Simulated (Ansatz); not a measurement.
# Profile along the Al–Al line in Al (fcc, Cu type)

Al (fcc, Cu type)

```
CELL_PARAMETERS angstrom
      0.00000     1.99536     1.99536
      1.99536     0.00000     1.99536
      1.99536     1.99536     0.00000
ATOMIC_POSITIONS crystal
  Al 0.00000 0.00000 0.00000
```

Fields along a shortest Al–Al line of a {100} plane (2.82 Å), from Al to Al, interpolated on the slice's grid (step about 0.1 Å). Method: r2SCAN (plane waves to 500 eV, PAW, scalar-relativistic; Ansatz, a first-principles code). k mesh 20×20×20. Inside the PAW spheres the values are not all-electron values, and peaks at nuclei hang on which shells count as valence. Al was relaxed with its symmetry unable to fall. The PAW data are Ansatz's earlier set.

| distance from Al (Å) | valence electron density (e/Å³) | electron localisation function |
|---|---|---|
| 0.00 | 0.05 | x |
| 0.14 | 0.05 | x |
| 0.28 | 0.06 | x |
| 0.42 | 0.08 | x |
| 0.56 | 0.12 | 0.09 |
| 0.70 | 0.17 | 0.28 |
| 0.85 | 0.20 | 0.49 |
| 0.99 | 0.22 | 0.60 |
| 1.13 | 0.22 | 0.63 |
| 1.27 | 0.22 | 0.63 |
| 1.41 | 0.21 | 0.62 |
| 1.55 | 0.22 | 0.63 |
| 1.69 | 0.22 | 0.63 |
| 1.83 | 0.22 | 0.60 |
| 1.97 | 0.20 | 0.49 |
| 2.11 | 0.17 | 0.28 |
| 2.26 | 0.12 | 0.09 |
| 2.40 | 0.08 | x |
| 2.54 | 0.06 | x |
| 2.68 | 0.05 | x |
| 2.82 | 0.05 | x |

x: too close to a nucleus for the ELF to mean much.

Density on the Al–Al line (2.82 Å) at its midpoint: 0.21 e/Å³. ELF at that point: 0.62. ELF maximum in the middle third of the Al–Al line: 0.63, 1.2 Å from Al.
